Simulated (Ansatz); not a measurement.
Input and command of a plane-wave DFT calculation in Ansatz:

```yaml
crystal:
  lattice:
    - [4.7785742077, 0.0, 0.0]
    - [-2.3892871039, 4.1383666578, 0.0]
    - [0.0, 0.0, 9.7450606927]
  atoms:
    - { symbol: Cs, position: [0.0, 0.0, 0.0] }
    - { symbol: Cs, position: [0.0, 0.0, 0.5] }
    - { symbol: Se, position: [0.6666666667, 0.3333333333, 0.75] }
    - { symbol: Se, position: [0.3333333333, 0.6666666667, 0.25] }
basis:
  ecutwfc: 420
kpoints:
  mp_grid: { grid: [12, 12, 6] }
hamiltonian:
  xc: pbe
scf:
  occupations: { method: gaussian, width: 0.1 }
output:
  forces: true
  stress: true
  eigenvalues: true
relax:
  adjacent_minimum: "off"
  f_tol: 0.01
  max_steps: 80
  cell: { stress_tol: 0.05 }
```

```bash
ansatz run input.yaml --threads 1 --pin off --max-ram 2560MiB --backend cpu --events-out ev --progress --plain --runs-dir out
```

Processor: Arm Neoverse V1, 1 thread, on a host shared with other jobs.

Estimate time, memory and problem size.

About 64 s on 1 thread of Arm Neoverse V1, on a shared host, peak memory 0.64 GiB. It solves 30 bands at 76 k points (the mesh reduced by the symmetry that the task leaves, which can be less than the crystal's) with about 3723 plane waves (on the last cell), in 12 SCF iterations over 2 ionic steps.
